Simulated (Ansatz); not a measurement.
# Mg (Fm-3m), trigonal deformation path

The calculation used Ansatz, DFT r2SCAN, scalar-relativistic, plane waves, PAW. Settings: plane waves to 500 eV, k-mesh 20×20×20 (Γ-centred), Gaussian smearing 0.15 eV. No spin polarisation. Energies are free energies at this smearing, counted from the undisturbed cell; pressure is positive in compression.

Zero of the scan (as given, not relaxed at this level; it stands at 0.2 GPa; this fcc form isn't the usual structure):

```
CELL_PARAMETERS angstrom
0.00000 2.24426 2.24426
2.24426 0.00000 2.24426
2.24426 2.24426 0.00000
ATOMIC_POSITIONS crystal
Mg 0.00000 0.00000 0.00000
```

At fixed volume and fractional coordinates, lengths along (0.577, 0.577, 0.577) are scaled against those across it; ρ is that ratio over its starting value. The cell is metallic on the mesh throughout. At ρ = 0.500 the cell becomes cubic (Pm-3m), and there the slope of the energy vanishes by symmetry.

| ρ | ΔE (meV/atom) |
| --- | --- |
| 0.500 | 510.9 |
| 0.710 | 274.2 |
| 1.000 | 0.0 |
| 1.410 | 327.7 |
| 2.000 | 1428.5 |